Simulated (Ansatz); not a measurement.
ScOF:
```cif
data_F4O4Sc4
_chemical_formula_sum 'Sc4 O4 F4'
_space_group_name_H-M_alt 'P 1'
_space_group_IT_number 1
_cell_length_a 5.16806
_cell_length_b 5.14614
_cell_length_c 5.23633
_cell_angle_alpha 90.000
_cell_angle_beta 99.820
_cell_angle_gamma 90.000
loop_
_space_group_symop_operation_xyz
  'x, y, z'
loop_
_atom_site_label
_atom_site_type_symbol
_atom_site_fract_x
_atom_site_fract_y
_atom_site_fract_z
_atom_site_occupancy
Sc1 Sc 0.69184 0.47251 0.28767 1
Sc2 Sc 0.30816 0.52749 0.71233 1
Sc3 Sc 0.30816 0.97251 0.21233 1
Sc4 Sc 0.69184 0.02749 0.78767 1
O1 O 0.54415 0.74621 0.01233 1
O2 O 0.45585 0.25379 0.98767 1
O3 O 0.45585 0.24621 0.48767 1
O4 O 0.54415 0.75379 0.51233 1
F1 F 0.94243 0.32733 0.65942 1
F2 F 0.05757 0.67267 0.34058 1
F3 F 0.05757 0.82733 0.84058 1
F4 F 0.94243 0.17267 0.15942 1
```

Relaxed with r²SCAN.

Problem. Tabulate the valence density and the electron localisation function along the shortest Sc–F contact (2.13 Å), DFT-r²SCAN in the program Ansatz with PAW potentials.

Solution. 

```csv
distance from Sc (Å),density (e/Å³),ELF
0.21,7.11,0.18
0.32,6.60,0.43
0.43,5.54,0.65
0.53,4.12,0.75
0.64,2.68,0.76
0.75,1.54,0.65
0.85,0.83,0.37
0.96,0.49,0.13
1.06,0.38,0.09
1.17,0.44,0.20
1.28,0.63,0.50
1.38,1.02,0.74
1.49,1.74,0.81
1.60,3.11,0.81
1.70,5.35,0.78
1.81,8.23,0.70
1.92,11.10,0.57
```

The density is the valence pseudo-density with augmentation charge, so density and ELF within about 1 Å of a nucleus are not all-electron values.

Space group P2_1/c. The first step of the workflow began from a Materials Project structure, measured or hypothetical; the Crystallography Open Database copy checked does not list it. Its standing as an ambient phase is unchecked. Symmetry was held in the r²SCAN relaxation; of distortions, only those at the zone centre were tested. The run is not spin-polarised.

Potentials: the later of the program's two PAW sets.
